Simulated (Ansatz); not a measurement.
Relaxed-ion elastic tensor of Ca3SnO (anti-perovskite, Pm-3m) in GPa (Voigt order), plane-wave PAW PBEsol (Ansatz code); density 3.89 g/cm³, 21.77 Å³ per atom.

```
 118  30.5  30.5   0.0   0.0   0.0
30.5   118  30.5   0.0   0.0   0.0
30.5  30.5   118   0.0   0.0   0.0
 0.0   0.0   0.0  54.5   0.0   0.0
 0.0   0.0   0.0   0.0  54.5   0.0
 0.0   0.0   0.0   0.0   0.0  54.5
```

Is the crystal mechanically stable?

Yes: the smallest eigenvalue of C is 54.5 GPa.

Work out the Voigt, Reuss and Hill averages.

K_V = 59.8, K_R = 59.8, K_H = 59.8; G_V = 50.2, G_R = 49.7, G_H = 50.0 GPa.

Give Young's modulus, Poisson's ratio, Pugh's ratio and the universal anisotropy index.

E = 9KG/(3K + G) = 117 GPa; ν = 0.17; K/G = 1.20 (brittle by the Pugh limit of 1.75); A_U = 5G_V/G_R + K_V/K_R − 6 = 0.06.

Estimate the sound speeds and the Debye temperature.

v_l = √((K + 4G/3)/ρ) = 5700 m/s, v_t = √(G/ρ) = 3580 m/s, mean 3950 m/s; Θ = (h/k)(3n/4πV)^(1/3) v_m = 421 K.

Give the Zener ratio and Young's modulus along [100], [110] and [111].

A = 2C44/(C11 − C12) = 1.24; 1/E = S11 − 2(S11 − S12 − S44/2)Γ with Γ = 0, 1/4, 1/3 gives 106, 120, 125 GPa.

Solve the Christoffel equation for the three sound speeds along [100], [110], [111].

Eigenvalues of C_ijkl n_j n_l equal ρv². In km/s, slowest first: [100] 3.74, 3.74, 5.52; [110] 3.36, 3.74, 5.76; [111] 3.49, 3.49, 5.83.

The workflow started from an entry of the Crystallography Open Database (COD). Its standing as an ambient phase is unchecked. Symmetry was held in the PBEsol relaxation; its stability against distortions is not shown here. As this level gives no gap, shear constants depend on the k-mesh and smearing (Fermi–Dirac, 0.1 eV here). Spin–orbit coupling is left out wherever it is not named.

Potentials: the later of the program's two PAW sets.
